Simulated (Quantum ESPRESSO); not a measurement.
# Band energies of K3Cu3P2

```xyz
8
Lattice="2.8291 1.6334 6.6620 -2.8291 1.6334 6.6620 0.0000 -3.2667 6.6620" Properties=species:S:1:pos:R:3 pbc="T T T"
P      0.0000     0.0000     5.1368
P      0.0000     0.0000    14.8493
K      0.0000     0.0000    18.1501
K      0.0000     0.0000     1.8360
K      0.0000     0.0000     9.9931
Cu     1.4145    -0.8167     6.6620
Cu     0.0000     1.6334     6.6620
Cu    -1.4145    -0.8167     6.6620
```

PBEsol (Quantum ESPRESSO, PseudoDojo norm-conserving, 92 Ry, no spin-orbit coupling); path ΓLB1,BZΓX,QFP1Z,LP; energies in eV from the valence-band maximum.

```csv
k (1/Å),point,band 43,band 44,band 45,band 46,band 47,band 48,band 49,band 50
0.00,Γ,-1.46,-1.46,-1.22,-0.12,-0.12,1.63,1.93,2.15
0.22,,-1.45,-1.26,-1.06,-0.31,-0.21,1.84,2.23,2.38
0.44,,-1.56,-1.11,-0.78,-0.52,-0.36,1.81,3.12,3.24
0.66,L,-1.58,-1.00,-0.63,-0.63,-0.47,1.84,3.53,3.62
1.12,B1,-1.63,-1.25,-0.68,-0.31,-0.20,2.33,2.54,2.68
1.12,B,-1.63,-1.25,-0.68,-0.31,-0.20,2.33,2.54,2.68
1.34,,-1.53,-0.95,-0.84,-0.28,-0.19,2.01,2.23,2.38
1.77,Z,-1.57,-1.50,-1.22,0.00,0.00,1.32,1.84,1.84
2.01,,-1.52,-1.52,-1.22,-0.06,-0.06,1.45,1.98,1.98
2.24,Γ,-1.46,-1.46,-1.22,-0.12,-0.12,1.63,1.93,2.15
2.63,,-1.43,-1.20,-0.78,-0.45,-0.39,2.11,2.29,2.96
2.83,,-1.54,-1.29,-0.65,-0.46,-0.37,2.40,2.75,3.00
3.03,X,-1.64,-1.30,-0.64,-0.40,-0.19,2.37,2.62,2.83
3.03,Q,-1.64,-1.30,-0.64,-0.40,-0.19,2.37,2.62,2.83
3.35,F,-1.58,-0.63,-0.54,-0.47,-0.08,1.19,2.44,2.80
3.35,P1,-1.58,-0.75,-0.63,-0.42,-0.19,1.36,2.49,2.98
3.49,,-1.56,-0.82,-0.82,-0.30,-0.19,1.47,2.41,2.77
3.78,,-1.47,-1.18,-1.17,-0.12,-0.06,1.49,1.90,2.00
3.92,Z,-1.57,-1.50,-1.22,0.00,0.00,1.32,1.84,1.84
3.92,L,-1.58,-1.00,-0.63,-0.63,-0.47,1.84,3.53,3.62
4.24,P,-1.58,-0.75,-0.63,-0.42,-0.19,1.36,2.49,2.98
```

The PBEsol gap is indirect, 1.19 eV, from Z to F; the smallest direct gap is 1.27 eV.

Geometry of the Materials Project entry, not relaxed at this level.
